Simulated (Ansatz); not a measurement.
**Lu (P6_3/mmc) as a metal**

```
Lu
1.0
     3.44481    0.00000    0.00000
    -1.72241    2.98329    0.00000
     0.00000    0.00000    5.33983
Lu
2
Direct
  0.33333 0.66667 0.25000
  0.66667 0.33333 0.75000
```

Conventional cell: a = 3.445 Å, b = 3.445 Å, c = 5.340 Å, α = 90.00°, β = 90.00°, γ = 120.00°. Around Lu (atom 1) lie 12 Lu at 3.33 to 3.44 Å.

Unless marked otherwise, the numbers come from PBEsol, all-electron LAPW in Ansatz 0.2.0, scalar-relativistic. k mesh 10×10×6, fine mesh 20×20×12, Fermi-Dirac smearing of 0.050 eV, basis error target 1 meV/atom. The cell was relaxed by PAW under this functional, which moved its volume by -7 % from the database entry's.

Levels and slopes are solved on a 20×20×12 mesh, and each state is taken as quadratic over its cell.

What is the density of states at the Fermi level, and which bare Sommerfeld coefficient follows?

N(E_F) = 1.51 states/eV/atom (both spins), so γ = (π²/3) k_B² N(E_F) = 3.57 mJ/(mol-atom K²) without electron-phonon or spin-fluctuation enhancement.

What Drude plasma energy and σ/τ do the band velocities give?

(ħω_p,α)² = (e²/ε₀VN_k) Σ_nkσ (∂E/∂k_α)² δ(E − E_F) gives ħω_p = (3.79, 3.79, 5.55) eV along x, y, z, and σ/τ = ε₀ω_p² = 2.94×10²⁰ Ω⁻¹m⁻¹s⁻¹ along x. Weighted by the density of states, the mean Fermi speed is 0.363×10⁶ m/s; the surface has an area of 16.3 Å⁻² for each spin direction.

Which bands cross the Fermi level, and what do they carry?

```
band  filled part  N (states/eV/cell)  speed (10⁶ m/s)  5th to 95th percentile  area (Å⁻²)        filling
   1         0.67                1.55            0.373            0.28 to 0.46        8.58  partly filled
   2         0.33                1.48            0.352            0.25 to 0.57        7.75  partly filled
```

Map the plane k₃ = 0 of the mesh: how many bands lie under the Fermi level at each point, counted from the least on the plane?

k₁ runs to the right and k₂ upwards, each from −½ to ½ with 0 in the middle (the axes needn't be at right angles):
```
22222222222222222222
22222222222222222222
22211111111222222222
22211111111122222222
22211100001112222222
22211000000011222222
22211000000001122222
22211000000000112222
22211000000000011222
22211100000000011122
22221100000000001122
22222110000000001122
22222211000000001122
22222221100000001122
22222222111000011122
22222222211111111122
22222222221111111122
22222222222222222222
22222222222222222222
22222222222222222222
```

On PAW files the program sums the optical response inside the mesh cells, interband lines and its own Drude term. Where does ε₁ rise through zero (a sharp plasmon if ε₂ is small there), and how much light is reflected?

```json
{
 "Fine mesh": "20, 20, 12",
 "Window top": "25 eV",
 "Line width": "0.2 eV",
 "Drude damping": "0.2 eV",
 "ε₁ rises through zero at x": "0.81, 5.16, 13.14 eV",
 "ε₂ there x": "20.33, 3.78, 0.38",
 "ε₁ rises through zero at z": "1.15, 7.8, 8.67, 13.29 eV",
 "ε₂ there z": "10.95, 1.66, 2.86, 0.38",
 "Plasma energy (x, y, z)": "3.725, 3.725, 5.423 eV",
 "Reflectivity at 1 eV, x-polarised": "0.4867",
 "Reflectivity at 2 eV, x-polarised": "0.5456",
 "Reflectivity at 3 eV, x-polarised": "0.6042"
}
```

The plasma energy here is the program's own sum at the run's smearing; it differs from the value above by up to 2 %, through mesh and smearing.

What does PAW give for the same cell?

N(E_F) = 1.51 states/eV/atom and ħω_p,x = 3.79 eV.

Caveats: large density of states at the Fermi level, a magnetic or distorted state may lie lower; these sums move with the mesh, by several per cent and more for small sheets; frozen-core PAW files fitted under PBE, their cores solved anew for the functional of the run.
